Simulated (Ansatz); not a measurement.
Start of a relaxation of SnTe5:

```cif
data_structure
_symmetry_space_group_name_H-M 'R32:H'
_symmetry_Int_Tables_number 155
_cell_length_a 6.7454
_cell_length_b 6.7454
_cell_length_c 19.0582
_cell_angle_alpha 90.000
_cell_angle_beta 90.000
_cell_angle_gamma 120.000
_cell_volume 750.98
loop_
_atom_site_label
_atom_site_type_symbol
_atom_site_symmetry_multiplicity
_atom_site_Wyckoff_symbol
_atom_site_fract_x
_atom_site_fract_y
_atom_site_fract_z
_atom_site_occupancy
Sn1 Sn 3 b 0.33333 0.66667 0.16667 1
Te1 Te 9 d 0.33979 0.33979 0.00000 1
Te2 Te 6 c 0.66667 0.33333 0.16663 1
```

The calculation used Ansatz 0.2.0, DFT PBE, scalar-relativistic, plane waves, PAW. Cutoff 420 eV, Gaussian smearing, Γ-centred meshes. Cell and atoms relax first on a coarse mesh and then on a finer one. In between, the cell is made exact in the group found at 0.06 Å. In metals the finer mesh still leaves noise of several meV/atom or more. The steps can't lower the symmetry of their start. No spin polarisation.

A guess keeps its type if space group and coordination stay and the shape of the cell changes little (axis ratios within about 15 %, angles within 6°); the volume may change.

Task: Will the relaxed cell still be of the starting type?

Result: It doesn't keep its type. The symmetry stays R32 (No. 155). The volume per atom shrinks by 22.3 %, from 41.7 to 32.4 Å³. The shortest distance goes from 3.86 Å (Te–Te) to 3.13 Å (Te–Te). The ratio c/a of the conventional cell changes by a factor of 0.63. Counting neighbours within 15 % of an atom's shortest distance, the start has Sn 12, Te 12 and the end Sn 6, Te 6. In detail, at the end around Sn lie 6 Te at 3.19 Å; Te on a site of symmetry 2 has 2 Te at 3.13 Å, 2 Sn at 3.19 Å and 2 Te at 3.36 Å; Te on a site of symmetry 3 has 3 Te at 3.13 Å and 3 Te at 3.36 Å.

```
CELL_PARAMETERS angstrom
3.62248 2.09144 4.28129
-3.62248 2.09144 4.28129
0.00000 -4.18288 4.28129
ATOMIC_POSITIONS crystal
Sn 0.50000 0.50000 0.50000
Te 0.34699 0.00000 0.65301
Te 0.82614 0.82614 0.82614
Te 0.00000 0.65301 0.34699
Te 0.65301 0.34699 0.00000
Te 0.17386 0.17386 0.17386
```

The zero of energy is the elements' standard structures at the same level; no fitted shifts are applied. The references include grey tin.

Task: At what energy does it end?

Result: +0.09 eV/atom. The separate elements lie lower, so it is unstable against them.

The last run used a 6×6×6 mesh for its 6-atom cell and Gaussian smearing of 0.10 eV. Spin–orbit coupling, which can matter for Te, is left out. The reference form of Te is held partly by dispersion forces, which this level lacks. Symmetry constrained the relaxation, so the result can be a saddle point.
